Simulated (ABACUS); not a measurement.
A self-consistent single point of SnGeSe2 (Pmc2_1, 8 atoms in the cell; from Materials Project mp-1218835, changed as shown) with ABACUS.

Level of theory: PBEsol, numerical atomic orbitals DZP (confined pseudo-atomic orbitals with Gaussian additions; energy shift 0.01 Ry), PseudoDojo 0.4 standard norm-conserving PBEsol (tails mended) pseudopotentials (ABACUS).

The change in words: lattice scaled by 1.02. Reference geometry (Pmc2_1):
```
CELL_PARAMETERS angstrom
      3.95963     0.00000     0.00000
      0.00000     4.67704     0.00000
      0.00000     0.00000    11.37082
ATOMIC_POSITIONS crystal
  Sn 0.50000 0.36605 0.38335
  Sn 0.50000 0.63395 0.88335
  Ge 0.00000 0.12293 0.62746
  Ge 0.00000 0.87707 0.12746
  Se 0.00000 0.23593 0.84558
  Se 0.00000 0.76407 0.34558
  Se 0.50000 0.23363 0.14361
  Se 0.50000 0.76637 0.64361
```

Reference input (self-consistent single point, DFT, PBEsol, numerical atomic orbitals DZP (confined pseudo-atomic orbitals with Gaussian additions; energy shift 0.01 Ry), PseudoDojo 0.4 standard norm-conserving PBEsol (tails mended) pseudopotentials): basis = DZP numerical atomic orbitals, energy shift 0.01 Ry; KPT = Gamma 4 4 2 0 0 0; basis_type = lcao; ecutwfc = 100 Ry; smearing_method = fd; smearing_sigma = 0.00367493 Ry; potentials = PseudoDojo 0.4 standard norm-conserving PBEsol (tails mended); symmetry = 1; symmetry_prec = 1e-05; ks_solver = genelpa; scf_nmax = 100; scf_thr = 1.0e-06. This run's input differs from it in these lines:

```diff
@@ -35,5 +35,5 @@
 LATTICE_VECTORS
-   3.9596300000    0.0000000000    0.0000000000
-   0.0000000000    4.6770400000    0.0000000000
-   0.0000000000    0.0000000000   11.3708200000
+   4.0388230000    0.0000000000    0.0000000000
+   0.0000000000    4.7705810000    0.0000000000
+   0.0000000000    0.0000000000   11.5982360000
 
@@ -45,4 +45,4 @@
 2
-   1.9798150000    1.7120304920    4.3590038470 1 1 1
-   1.9798150000    2.9650095080   10.0444138470 1 1 1
+   2.0194115000    1.7462711750    4.4461837706 1 1 1
+   2.0194115000    3.0243098250   10.2453017706 1 1 1
 
@@ -51,4 +51,4 @@
 2
-   0.0000000000    0.5749485272    7.1347347172 1 1 1
-   0.0000000000    4.1020914728    1.4493247172 1 1 1
+   0.0000000000    0.5864475223    7.2774291606 1 1 1
+   0.0000000000    4.1841334777    1.4783111606 1 1 1
 
@@ -57,6 +57,6 @@
 4
-   0.0000000000    1.1034540472    9.6149379756 1 1 1
-   0.0000000000    3.5735859528    3.9295279756 1 1 1
-   1.9798150000    1.0926968552    1.6329634602 1 1 1
-   1.9798150000    3.5843431448    7.3183734602 1 1 1
+   0.0000000000    1.1255231753    9.8072363969 1 1 1
+   0.0000000000    3.6450578247    4.0081183969 1 1 1
+   2.0194115000    1.1145508390    1.6656226720 1 1 1
+   2.0194115000    3.6560301610    7.4647406720 1 1 1
 # file: KPT
```

Log, with long lists cut:

```
 SELF-CONSISTENT
 -------------------------------------------

                  longest orb rcut (Bohr) = 7.4
   longest nonlocal projector rcut (Bohr) = 2.66
                     search radius (Bohr) = 20.1

                          real space grid = [ 50, 60, 144 ]
                                 init_chg = atomic

 LCAO ALGORITHM --------------- ION=   1  ELEC=   1--------------------------------

 Density error is 0.0318753779108
 E_KohnSham     -1640.3344771437     -22317.8955150050
 E_Fermi        0.5752380964         7.8265158182

 LCAO ALGORITHM --------------- ION=   1  ELEC=   2--------------------------------

   [... lines left out ...]

   [... 6 blocks of this kind left out ...]

 LCAO ALGORITHM --------------- ION=   1  ELEC=   9--------------------------------

 Density error is 1.95621358442e-06
 E_KohnSham     -1640.3483287333     -22318.0839755500
 E_Fermi        0.5846606581         7.9547163463

 LCAO ALGORITHM --------------- ION=   1  ELEC=  10--------------------------------

 Density error is 2.59844479817e-07
 E_KohnSham     -1640.3483287333     -22318.0839755506
 E_KS(sigma->0) -1640.3483277865     -22318.0839626678
 E_entropy(-TS) -0.0000018937        -0.0000257657
 E_Fermi        0.5846612101         7.9547238574
 charge density convergence is achieved
 final etot is -22318.083976 eV
 EFERMI = 7.9547238574 eV

 STATE ENERGY(eV) AND OCCUPATIONS    NSPIN == 1
   [... 70 lines left out ...]

 TOTAL-FORCE (eV/Angstrom)
                       Sn1         0.0000000000         0.0603280185        -0.1302931443
                       Sn2         0.0000000000        -0.0603280185        -0.1302931443
                       Ge1         0.0000000000        -0.0549071890         0.0604325861
                       Ge2         0.0000000000         0.0549071890         0.0604325861
                       Se1         0.0000000000         0.0096438858         0.0007167898
                       Se2         0.0000000000        -0.0096438858         0.0007167898
                       Se3         0.0000000000        -0.0322577495         0.0691437683
   [... lines left out ...]

 TOTAL-STRESS (KBAR)
       -42.2161340332         0.0000000000         0.0000000000
         0.0000000000       -49.7910038383         0.0000000000
         0.0000000000         0.0000000000       -43.7014290128
 TOTAL-PRESSURE: -45.236189 KBAR

 --------------------------------------------
 !FINAL_ETOT_IS -22318.0839755505985522 eV
 --------------------------------------------
```

The run converged in 10 iterations. Against the reference run the free energy goes up by 32.0 meV/atom, the pressure goes from -1.70 to -4.52 GPa, the largest force goes from 0.333 to 0.144 eV/Å and the gap on the mesh goes from 0.836 to 0.800 eV.

The atom-centred basis is finite, which shifts total energies, pressures, gaps and forces against plane waves. The structure comes from a collection of computed structures, made at another level of theory; the collection holds predicted forms beside known ones.

Cost on one core: about 29 core-seconds (a rough figure).

The atomic orbitals were generated for these runs; they are not ABACUS's published sets and were checked against plane waves on a few crystals only.

“Tails mended”: in these copies of the files the far tail of each local potential was reset to the Coulomb form.
